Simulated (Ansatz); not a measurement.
An elastic tensor (GPa, Voigt order, standard axes) from PBEsol in the plane-wave PAW code Ansatz:

```
 144   183   183   0.0   0.0   0.0
 183   144   183   0.0   0.0   0.0
 183   183   144   0.0   0.0   0.0
 0.0   0.0   0.0  51.5   0.0   0.0
 0.0   0.0   0.0   0.0  51.5   0.0
 0.0   0.0   0.0   0.0   0.0  51.5
```

Task: Which compound is it?
(A) SrO, rock salt
(B) TiPd, CsCl type
(C) SiNi3, Cu3Au type

Result: B, TiPd, CsCl type

Space group Pm-3m (CsCl type). The workflow started from an entry of the Crystallography Open Database (COD). Whether it is the stable phase at ambient conditions was not checked. The cell was relaxed with PBEsol under the symmetry of its start. At this level the phase is mechanically unstable. No spin polarisation was allowed. As this level gives no gap, shear constants depend on the k-mesh and smearing (Fermi–Dirac, 0.1 eV here).

Potentials: the later of the program's two PAW sets.
